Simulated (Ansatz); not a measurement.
MgO:
```
MgO
1.0
   -1.48662     1.48662     2.10193
    1.48662    -1.48662     2.10193
    1.48662     1.48662    -2.10193
Mg O
1 1
Direct
  0.50000   0.50000   0.00000
  0.00000   0.00000   0.00000
```

This is the r²SCAN-relaxed structure.

**Question.** All from the program Ansatz at the r²SCAN level (PAW), unless another level is named. Predict the electron effective mass.

**Answer.** 0.36 mₑ (isotropic).

**Question.** What about the weight of the valence-edge state by species (Voronoi cells)?

**Answer.** O 94 %, Mg 6 %.

**Question.** Next, the weight of the conduction-edge state by species (Voronoi cells)?

**Answer.** Mg 50 %, O 50 %.

Space group Fm-3m (rock salt). The r²SCAN relaxation kept the symmetry of its start. The volume moved by -33 % from the start of the relaxation.

Potentials: the later of the program's two PAW sets.

Edges and masses are those of Kohn–Sham bands, whose gap is no quasiparticle gap.
